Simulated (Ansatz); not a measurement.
Consider the following.

BaTiO3:
```xyz
5
Lattice="0.0000 2.8579 -2.8740 0.0000 2.8579 2.8740 3.9642 0.0000 0.0000" Properties=species:S:1:pos:R:3 pbc="T T T"
Ba     0.0000     2.8579    -2.8454
Ti     1.9821     2.8579     0.1178
O      1.9821     4.2473     1.3435
O      1.9821     1.4685     1.3435
O      0.0000     2.8579    -0.0750
```

This is the r²SCAN-relaxed structure. Cartesian axes are those of the cell as given.

Question: All from r²SCAN in the plane-wave PAW code Ansatz, unless another level is named. Give the electronic dielectric constant ε∞ (DFPT).

Answer: 5.59 (xx), 5.37 (yy), 4.93 (zz).

Question: Predict the Born charges (a third of the trace).

Answer: Ba +2.76, Ti +6.04, O -3.10 to -2.85 e.

Question: What about the Bader charges?

Answer: Ba +1.58, Ti +2.29, O -1.31 to -1.28 e.

Space group Amm2. This is a known low-temperature phase of the composition, computed here at zero pressure and temperature. The cell was relaxed with r²SCAN under the symmetry of its start. At this level the phase is dynamically unstable (imaginary phonons). No spin polarisation was allowed. Scalar-relativistic: spin–orbit coupling is off unless named, which matters more the heavier the elements.

Potentials: the earlier of the program's two PAW sets.
